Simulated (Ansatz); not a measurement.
The relaxed structure here is a generated cell of TaP: the first start was made by placing the elements on the sites of a structure type, and the end was not matched to a known phase here, so it may be hypothetical.

The end point of a relaxation of TaP. Space group Fd-3m (No. 227), AFLOW prototype AB_cF16_227_a_b (B32, as in NaTl). The numbers are results of PBE (plane waves to 420 eV, PAW, scalar-relativistic; Ansatz, an electronic-structure program), not measurements.

```xyz
4
Lattice="0.0000 3.1555 3.1555 3.1555 0.0000 3.1555 3.1555 3.1555 0.0000" Properties=species:S:1:pos:R:3 pbc="T T T"
P      4.7333     4.7333     4.7333
P      3.1555     3.1555     3.1555
Ta     0.0000     0.0000     0.0000
Ta     1.5778     1.5778     1.5778
```

```json
{
 "volume_per_atom": "15.71 Å³",
 "density": "11.20 g/cm³",
 "band_gap": "no gap (metallic)",
 "shortest_distances": "P–Ta 2.73 Å; P–P 2.73 Å; Ta–Ta 2.73 Å",
 "k-mesh": "13×13×13"
}
```

No spin polarisation in the result.

The run could not lose the symmetry of its start, so the end can be a saddle point.

All atoms sit on sites fixed by symmetry, so only the cell could relax.
